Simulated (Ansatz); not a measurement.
W (bcc, W type)

Space group Im-3m (No. 229); a = 3.1835 Å, b = 3.1835 Å, c = 3.1835 Å, α = 90.00°, β = 90.00°, γ = 90.00°

```csv
atom,site,symmetry,x,y,z
W,2a,m-3m,0.0000,0.0000,0.0000
```
(The calculation used a cell of 1 atom; values per cell refer to that cell.)

Two coordinates are scanned: the volume, and the ratio of the stretch along z (the conventional c axis) to the stretch across it. Atoms keep their fractional coordinates.

All values below come from PBE (plane waves to 420 eV, PAW, scalar-relativistic; Ansatz, a program for electronic structure). k mesh 20×20×20 (Γ-centred), Fermi-Dirac smearing 0.05 eV. E stands for the smeared free energy. With partly filled bands, the response to shear is sensitive to the k mesh, so small differences along c/a are uncertain. Spin-orbit coupling is left out, though W is heavy. W is run without spin polarisation. W was relaxed with its symmetry unable to fall. The last digit holds for this mesh only.

Changes of ΔE (kJ/mol of atoms) from the point V/V₀ = 1.000, (c/a)/(c/a)₀ = 1.000 when one coordinate moves alone (two changes are said to add if the coupling is within 5 % of the smaller one, nearly so within 20 %):

| point | change |
|---|---|
| V/V₀ = 1.000, (c/a)/(c/a)₀ = 0.920 | 7.56 |
| V/V₀ = 1.000, (c/a)/(c/a)₀ = 0.960 | 1.87 |
| V/V₀ = 0.960, (c/a)/(c/a)₀ = 1.000 | 2.55 |
| V/V₀ = 0.980, (c/a)/(c/a)₀ = 1.000 | 0.61 |
| V/V₀ = 1.020, (c/a)/(c/a)₀ = 1.000 | 0.57 |
| V/V₀ = 1.040, (c/a)/(c/a)₀ = 1.000 | 2.21 |
| V/V₀ = 1.000, (c/a)/(c/a)₀ = 1.040 | 1.65 |
| V/V₀ = 1.000, (c/a)/(c/a)₀ = 1.080 | 5.92 |

### Question
What is the change at V/V₀ = 1.040, (c/a)/(c/a)₀ = 0.960, where both move, and how far is it from the sum?

### Answer
The sum of the single changes is 2.21 + (1.87) = 4.08; the calculation gives 3.95, so the coupling contributes -0.13 (under 20 % of the smaller single change, nearly additive).

(A scan under strain: stresses follow from slopes of the energy per volume, elastic moduli from its curvatures.)
